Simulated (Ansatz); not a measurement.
HPbBrO:
```cif
data_H4Br4O4Pb4
_chemical_formula_sum 'H4 Pb4 Br4 O4'
_space_group_name_H-M_alt 'P 1'
_space_group_IT_number 1
_cell_length_a 7.40396
_cell_length_b 4.09267
_cell_length_c 10.01052
_cell_angle_alpha 90.000
_cell_angle_beta 90.000
_cell_angle_gamma 90.000
loop_
_space_group_symop_operation_xyz
  'x, y, z'
loop_
_atom_site_label
_atom_site_type_symbol
_atom_site_fract_x
_atom_site_fract_y
_atom_site_fract_z
_atom_site_occupancy
H1 H 0.30011 0.25000 0.61666 1
H2 H 0.69989 0.75000 0.38334 1
H3 H 0.19989 0.75000 0.11666 1
H4 H 0.80011 0.25000 0.88334 1
Pb1 Pb 0.19653 0.25000 0.91711 1
Pb2 Pb 0.80347 0.75000 0.08289 1
Pb3 Pb 0.30347 0.75000 0.41711 1
Pb4 Pb 0.69653 0.25000 0.58289 1
Br1 Br 0.05594 0.75000 0.68073 1
Br2 Br 0.94406 0.25000 0.31927 1
Br3 Br 0.44406 0.25000 0.18073 1
Br4 Br 0.55594 0.75000 0.81927 1
O1 O 0.37853 0.25000 0.53945 1
O2 O 0.62147 0.75000 0.46055 1
O3 O 0.12147 0.75000 0.03945 1
O4 O 0.87853 0.25000 0.96055 1
```

Relaxed with r²SCAN+D4.

### Question
Which orbitals make up the states near the band edges in plane-wave PAW r²SCAN+D4 (Ansatz code)?

### Answer
Top 1 eV of the valence band: Br 4p 69 %, O 2p 17 %, Pb 6s 11 %. Bottom 1 eV of the conduction band: Pb 6p 74 %, Br 4p 7 %. Projections are on Löwdin-orthogonalised atomic valence shells; empty p or d shells of many metals are not among them.

### Question
Tabulate the density of states.

### Answer
States/eV per cell of 16 atoms, in 0.25 eV bins, energy from the valence-band maximum.

```csv
E (eV),total,Br 4p,O 2p,Pb 6p
-7.85,0.00,0.00,0.00,0.00
-7.60,7.85,0.27,3.24,0.20
-7.35,10.70,0.31,4.17,0.24
-7.10,12.55,0.57,3.28,0.09
-6.85,0.91,0.04,0.23,0.01
-6.60,0.00,0.00,0.00,0.00
-6.35,0.00,0.00,0.00,0.00
-6.10,0.00,0.00,0.00,0.00
-5.85,6.22,0.22,3.84,0.41
-5.60,8.03,0.21,5.24,0.31
-5.35,6.01,0.20,3.43,0.22
-5.10,3.55,0.25,1.49,0.15
-4.85,6.91,0.85,2.15,0.41
-4.60,1.25,0.10,0.30,0.09
-4.35,0.04,0.00,0.01,0.00
-4.10,0.00,0.00,0.00,0.00
-3.85,0.00,0.00,0.00,0.00
-3.60,0.00,0.00,0.00,0.00
-3.35,4.12,0.92,2.26,0.82
-3.10,13.38,2.04,8.68,2.21
-2.85,12.98,2.03,8.39,2.05
-2.60,5.85,1.92,2.76,0.95
-2.35,9.96,4.29,3.74,1.61
-2.10,12.51,4.94,5.50,1.62
-1.85,10.87,5.65,3.62,1.20
-1.60,11.02,6.65,3.05,0.89
-1.35,10.10,7.18,2.11,0.51
-1.10,19.05,14.44,3.29,0.70
-0.85,18.51,14.45,2.85,0.46
-0.60,14.94,11.32,1.73,0.28
-0.35,12.68,6.89,2.93,0.29
-0.10,4.01,2.00,1.02,0.08
0.15,0.00,0.00,0.00,0.00
0.40,0.00,0.00,0.00,0.00
0.65,0.00,0.00,0.00,0.00
0.90,0.00,0.00,0.00,0.00
1.15,0.00,0.00,0.00,0.00
1.40,0.00,0.00,0.00,0.00
1.65,0.00,0.00,0.00,0.00
1.90,0.00,0.00,0.00,0.00
2.15,0.00,0.00,0.00,0.00
2.40,0.00,0.00,0.00,0.00
2.65,0.00,0.00,0.00,0.00
2.90,0.00,0.00,0.00,0.00
3.15,0.00,0.00,0.00,0.00
3.40,0.00,0.00,0.00,0.00
3.65,0.68,0.03,0.02,0.51
3.90,2.81,0.17,0.09,2.10
4.15,6.70,0.39,0.21,4.96
4.40,7.72,0.60,0.26,5.63
4.65,8.23,0.81,0.28,5.95
4.90,6.62,0.64,0.32,4.69
5.15,8.40,0.70,0.61,5.96
5.40,7.12,0.59,0.49,5.05
5.65,6.06,0.41,0.54,4.27
5.90,6.41,0.41,0.57,4.58
6.15,5.77,0.37,0.47,4.22
6.40,13.68,0.79,1.26,10.06
6.65,9.13,0.64,0.91,6.42
6.90,4.81,0.34,0.48,3.39
7.15,1.26,0.04,0.11,0.88
7.40,0.59,0.01,0.05,0.30
7.65,0.18,0.00,0.02,0.06
7.90,1.59,0.02,0.13,0.27
8.15,2.31,0.02,0.18,0.20
8.40,7.70,0.09,0.59,0.65
```

Space group Pnma. The workflow started from a Materials Project entry (that database holds measured and hypothetical structures alike); the Crystallography Open Database copy checked does not list it. Whether it is the stable phase at ambient conditions was not checked. The r²SCAN+D4 relaxation kept the symmetry of its start; of distortions, only those at the zone centre were tested. Scalar-relativistic: spin–orbit coupling is off unless named, which matters more the heavier the elements.

Potentials: the later of the program's two PAW sets.
